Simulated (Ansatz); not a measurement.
LaSb (rock salt, Fm-3m) at seven volumes, the program Ansatz at the PBEsol level (PAW), scaled uniformly. One row is withheld.

```json
[
 {"V (Å³/atom)": "30.560", "P (GPa)": "6.54"},
 {"V (Å³/atom)": "31.567", "P (GPa)": "4.03"},
 {"V (Å³/atom)": "32.575", "P (GPa)": "?"},
 {"V (Å³/atom)": "33.582", "P (GPa)": "0.00"},
 {"V (Å³/atom)": "34.590", "P (GPa)": "-1.60"},
 {"V (Å³/atom)": "35.597", "P (GPa)": "-2.96"},
 {"V (Å³/atom)": "36.605", "P (GPa)": "-4.12"}
]
```

Fit the shown pressures and predict the withheld one.

P = (3/2)B₀(x^(7/2) − x^(5/2))[1 + (3/4)(B′ − 4)(x − 1)] with x = (V₀/V)^(2/3). Least squares on the six rows gives V₀ = 33.582 Å³/atom, B₀ = 57.2 GPa, B′ = 4.12. At V = 32.575, x = 1.0205 and P = 1.85 GPa. The run itself gave 1.86 GPa.

The workflow started from an entry of the Crystallography Open Database (COD). Its standing as an ambient phase is unchecked. The PBEsol relaxation kept the symmetry of its start; of distortions, only those at the zone centre were tested. Scalar-relativistic: spin–orbit coupling is off unless named, which matters more the heavier the elements.

Potentials: the later of the program's two PAW sets.
